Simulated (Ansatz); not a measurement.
Data:

SiNi$_{2}$:
```
CELL_PARAMETERS angstrom
      5.02954     0.00000     0.00000
      0.00000     3.72854     0.00000
      0.00000     0.00000     7.06998
ATOMIC_POSITIONS crystal
  Si 0.28659 0.25000 0.61467
  Si 0.71341 0.75000 0.38533
  Si 0.21341 0.75000 0.11467
  Si 0.78659 0.25000 0.88533
  Ni 0.45946 0.25000 0.29640
  Ni 0.54054 0.75000 0.70360
  Ni 0.04054 0.75000 0.79640
  Ni 0.95946 0.25000 0.20360
  Ni 0.33094 0.25000 0.93968
  Ni 0.66906 0.75000 0.06032
  Ni 0.16906 0.75000 0.43968
  Ni 0.83094 0.25000 0.56032
```

This is the PBE-relaxed structure.

### Question
All from the program Ansatz at the PBE level (PAW), unless another level is named. Estimate the electronic character.

### Answer
metallic (no gap).

### Question
Give the density of states at the Fermi level.

### Answer
0.53 states/eV per atom (mean over ±0.08 eV).

### Question
What about the formation energy from the elements (no fitted shifts)?

### Answer
-0.55 eV/atom.

Space group Pnma. Symmetry was held in the PBE relaxation. No spin polarisation was allowed. The references are the lowest solids computed at this level, not always the standard phases.

Potentials: the earlier of the program's two PAW sets.
